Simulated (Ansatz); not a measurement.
## Guessed and relaxed cells of BaZn₂H₆

Recipe of this trial structure of BaZn₂H₆: ordered vacancies on the A sites of perovskite (P4/mmm, No. 123) (occupants of the shared sites, in ratio, Ba: 1, vacant: 1). The dimensions are guesses.

start:

Space group P4/mmm (No. 123). a = 6.397 Å, b = 6.397 Å, c = 4.524 Å, α = 90.00°, β = 90.00°, γ = 90.00°
```json
{"atom": "Ba", "site": "1d", "symmetry": "4/mmm", "x": "0.5000", "y": "0.5000", "z": "0.5000"}
{"atom": "Zn", "site": "2f", "symmetry": "mmm.", "x": "0.0000", "y": "0.5000", "z": "0.0000"}
{"atom": "H", "site": "2e", "symmetry": "mmm.", "x": "0.0000", "y": "0.5000", "z": "0.5000"}
{"atom": "H", "site": "4j", "symmetry": "m.2m", "x": "0.2500", "y": "0.7500", "z": "0.0000"}
```

All numbers below come from DFT PBE, scalar-relativistic, plane waves, PAW in Ansatz. Cutoff 420 eV, Gaussian smearing, Γ-centred meshes. Cell and atoms relax first on a coarse mesh and then on a finer one. In between, the cell is made exact in the group found at 0.06 Å. In metals the finer mesh still leaves noise of several meV/atom or more. The steps can't lower the symmetry of their start. No spin polarisation.

end:

Space group P4/mmm (No. 123). a = 5.310 Å, b = 5.310 Å, c = 3.944 Å, α = 90.00°, β = 90.00°, γ = 90.00°
```
atom  site  symmetry       x       y       z
  Ba    1d     4/mmm  0.5000  0.5000  0.5000
  Zn    2f      mmm.  0.0000  0.5000  0.0000
   H    2e      mmm.  0.0000  0.5000  0.5000
   H    4j      m.2m  0.2602  0.7398  0.0000
```

The symmetry stays P4/mmm (No. 123). The volume per atom shrinks by 39.9 %, from 20.6 to 12.4 Å³. The shortest distance goes from 2.26 Å (Zn–H) to 1.88 Å (Zn–H). The energy falls by about 0.38 eV/atom (the start's value is from the coarse mesh).

```yaml
Volume_per_atom: 12.36 Å³
Density: 4.09 g/cm³
Energy_over_the_elements: −0.08 eV/atom
Gap_on_the_8×8×10_mesh_of_the_9-atom_cell: 0 eV (a metal)
```

Formation energies are uncorrected and refer to the elements' standard structures at the same level (H₂ as a molecule). It lies below the elements, which doesn't yet make it stable against other compounds or structures.

The last run used Gaussian smearing of 0.10 eV. With hydrogen, zero-point motion can shift formation energies by some tens of meV/atom. Symmetry constrained the relaxation, so the result can be a saddle point. In all, the 3 runs took 80 s on 1 thread of Intel(R) Xeon(R) 6975P-C (Granite Rapids), with other jobs on the host.
